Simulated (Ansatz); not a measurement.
MgO (rock salt, space group No. 225), the program Ansatz at the PBEsol level (PAW), all energies at zero smearing, with the estimated change up to a 700 eV cutoff added, with one set of potentials and settings (totals compare only within such a set). Cell of 2 atoms (1 Mg, 1 O): -2475.878 eV.

```tsv
element	reference phase	E (eV/atom)
Mg	P6_3/mmc, 2 atoms in the cell	-1912.0525
O	C2/m, 4 atoms in the cell, spin-polarised	-558.3609
```

Formation energy per atom, worked out: (-2475.878 − 1×(-1912.0525) − 1×(-558.3609))/2 = -2.732 eV/atom (-264 kJ per mol of atoms), at 0 K, without zero-point energy or fitted corrections.

Space group Fm-3m (rock salt). The PBEsol relaxation kept the symmetry of its start. The volume moved by -16 % from the start of the relaxation. The references are the lowest solids computed at this level, not always the standard phases (solids in place of the gases).

Potentials: the earlier of the program's two PAW sets. The files were generated under PBE; for other functionals the program regenerates the frozen cores, and for LDA and PBEsol the local potential too.
